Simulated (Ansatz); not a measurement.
A geometry of Si3N4 away from equilibrium: the start of the relaxation of a generated trial cell of Si3N4 in a common structure type. Calculation: r2SCAN (plane waves to 500 eV, PAW, scalar-relativistic; Ansatz, a first-principles code). Γ-centred k-mesh 6×6×6 on the run's cell, Fermi–Dirac smearing 0.05 eV.

```xyz
14
Lattice="-2.9871 2.9871 2.9871 2.9871 -2.9871 2.9871 2.9871 2.9871 -2.9871" Properties=species:S:1:pos:R:3 pbc="T T T"
Si     2.2403     0.0000     1.4935
Si     0.7468     0.0000     4.4806
Si     1.4935     2.2403     0.0000
Si     4.4806     0.7468     0.0000
Si     0.0000     1.4935     2.2403
Si     0.0000     4.4806     0.7468
N      0.4959     0.4959     0.4959
N     -0.4959     2.4912     0.4959
N      2.4912     0.4959    -0.4959
N      0.4959    -0.4959     2.4912
N      1.9894     1.9894     1.9894
N      0.9977     3.9848    -0.9977
N     -0.9977     0.9977     3.9848
N      3.9848    -0.9977     0.9977
```

Which atoms carry the largest force, and which way does it point?

3.80 eV/Å, on N7, N8, N9, N10, N11, N12, N13, N14 (atoms numbered as listed); on N7 its components are (-2.19, -2.19, -2.19).

What is the pressure?

-3.5 GPa, compression positive.

How much energy per atom can still be gained by relaxing?

1.86 eV/atom; the path ends in I-43d (No. 220).

No spin polarisation in the result.

The run could not lose the symmetry of its start.

The first start was generated by placing the elements on the sites of a structure type. A measured structure of Si3N4 has the same space group, I-43d (No. 220); the sites were not compared with it. Another known form has space group No. 176.
